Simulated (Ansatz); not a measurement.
BN (CsCl type, Pm-3m) at seven volumes, plane-wave PAW r²SCAN (Ansatz code), scaled uniformly. One row is withheld.

```
V (Å³/atom)  P (GPa)
-----------  -------
5.622          29.28
5.807              ?
5.992           8.31
6.178           0.01
6.363          -6.75
6.548         -12.32
6.734         -17.21
```

Problem. Fit the shown pressures and predict the withheld one.

Solution. P = (3/2)B₀(x^(7/2) − x^(5/2))[1 + (3/4)(B′ − 4)(x − 1)] with x = (V₀/V)^(2/3). Least squares on the six rows gives V₀ = 6.180 Å³/atom, B₀ = 246 GPa, B′ = 4.81. At V = 5.807, x = 1.0424 and P = 17.79 GPa. The run itself gave 18.06 GPa.

The cell is a constructed one: a structure type filled with these elements; neither database checked (COD, Materials Project) lists it. It is not the phase usual at ambient conditions (space group No. 186, 194, 216). The r²SCAN relaxation kept the symmetry of its start. At this level the phase is mechanically unstable.

Potentials: the later of the program's two PAW sets.
